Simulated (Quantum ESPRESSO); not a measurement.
# Computed records: AlInGa2P4 (made-up cell)

Computed with Quantum ESPRESSO 7.5. Calculation on a made-up crystal cell, not a measurement: periodic Kohn-Sham density functional theory in plane waves with PseudoDojo standard norm-conserving scalar-relativistic pseudopotentials, each functional with its own files (v0.5 for PBE, v0.4.1 for LDA and PBEsol), no spin polarisation, no spin-orbit coupling, atoms not relaxed, stress positive in tension, energies less a fixed whole-eV offset for each atom's element; levels are Kohn-Sham levels at fractions of this cell's reciprocal vectors, counted from the reference band (half the neutral cell's valence electrons, rounded up) at Gamma; error bars cover cutoff and k-mesh only, not smearing or the files; added strain carries the atoms with the cell, and shear is the tensor component; each bar is the largest change over components, and at least 0.002 eV, 0.002 eV per angstrom or 0.02 GPa; energies are for the whole cell, and the offsets were chosen from early runs and are not element reference energies.

Entry: AlInGa2P4 (made-up cell)

Unstrained structure:
```cif
# cell vector a (Å): 5.7985 -0.0044 -0.0213
# cell vector b (Å): -0.0044 5.7732 0.0247
# cell vector c (Å): -0.0213 0.0247 5.6802
data_AlInGa2P4
_symmetry_space_group_name_H-M 'P 1'
_symmetry_Int_Tables_number 1
_cell_length_a 5.7985
_cell_length_b 5.7733
_cell_length_c 5.6803
_cell_angle_alpha 89.506
_cell_angle_beta 90.426
_cell_angle_gamma 90.088
_cell_volume 190.14
loop_
_atom_site_label
_atom_site_type_symbol
_atom_site_fract_x
_atom_site_fract_y
_atom_site_fract_z
_atom_site_occupancy
Ga1 Ga 0.00095 0.00311 0.99029 1
Al1 Al 0.00325 0.50306 0.49923 1
Ga2 Ga 0.51195 0.01498 0.50143 1
In1 In 0.49462 0.48856 0.00130 1
P1 P 0.25111 0.24879 0.24702 1
P2 P 0.24775 0.74115 0.74360 1
P3 P 0.74692 0.24384 0.74333 1
P4 P 0.73793 0.74863 0.25699 1
```

Settings of this run: lattice type zincblende/diamond, functional pbe, cutoff 1088 eV, fermi dirac smearing 0.025 eV, scf tolerance 1e-07 eV, electrons removed 0, added strain kind zz, added strain -0.0243, k mesh 4 x 4 x 4, shifted by half a step and structure shown before the added strain of -0.0243.

Results for AlInGa2P4 (made-up cell): free energy less offsets -1.634 eV; smearing term minus ts 0 eV; scf iterations 10; pressure -1.936 GPa; stress xx 2.945 GPa; stress yy 2.662 GPa; stress zz 0.2025 GPa; stress yz 0.3774 GPa; stress xz -0.627 GPa; stress xy -0.7555 GPa; error bar energy 0.00772 eV; error bar stress 0.02 GPa; error bar force 0.002 eV/Å; error bars from tighter rerun of a related cell.

Atoms:
```
atoms element  atom site  atom energy offset (eV)
           Ga          1                    -2080
           Al          2                      -64
           Ga          3                    -2080
           In          4                    -1808
            P          5                     -189
            P          6                     -189
            P          7                     -189
            P          8                     -189
```

Forces:
```
site  x (eV/Å)  y (eV/Å)  z (eV/Å)
   1  -0.08607    -0.626    0.3162
   2   -0.3333   -0.1337   -0.2739
   3   -0.7704   -0.9553    -0.349
   4    0.5138    0.6175   -0.3349
   5     -1.33   -0.9885     1.171
   6   -0.4712     1.254   -0.5373
   7     1.247    0.1185   -0.2694
   8      1.23    0.7131    0.2774
```
